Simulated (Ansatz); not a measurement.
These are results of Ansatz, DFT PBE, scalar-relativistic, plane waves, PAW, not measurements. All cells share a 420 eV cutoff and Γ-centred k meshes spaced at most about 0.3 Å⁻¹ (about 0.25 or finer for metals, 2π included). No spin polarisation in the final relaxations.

All energies are static (0 K, no zero-point motion). All come from trial cells, and lower structures may exist. Only a and b repeat, and vacuum parts each sheet from its images along c.

Problem. Order these relaxed structures of Au by energy, lowest first, with the energy over the lowest of them.
A.

```
CELL_PARAMETERS angstrom
2.66230 0.00000 0.00000
0.00000 2.66221 0.00000
0.00000 0.00000 23.80000
ATOMIC_POSITIONS crystal
Au 0.00000 0.00000 0.29412
```

B.

```
CELL_PARAMETERS angstrom
4.74871 0.00000 0.00000
-2.37435 4.11250 0.00000
0.00000 0.00000 24.64238
ATOMIC_POSITIONS crystal
Au 0.33333 0.66667 0.30435
Au 0.66667 0.33333 0.30435
Au 0.00000 0.00000 0.30435
```

C.

```
CELL_PARAMETERS angstrom
4.46179 -0.34045 0.00000
-1.93275 4.03583 0.00000
0.00000 0.00000 23.80000
ATOMIC_POSITIONS crystal
Au 0.33323 0.66677 0.29412
Au 0.66677 0.33323 0.29412
```

Solution. B (0 meV/atom), A (307 meV/atom), C (647 meV/atom). Forms: B p6/mmm; A p4/mmm; C p6/mmm. Counting all near atoms (those within 1.25 times the shortest distance at each site): B has Au 6; A has Au 4; C has Au 3.

Spin–orbit coupling, which can matter for Au, is left out. Cells relaxed within their symmetry can be saddle points. Some candidate types were left out of the draw beforehand, so a known form may be missing.
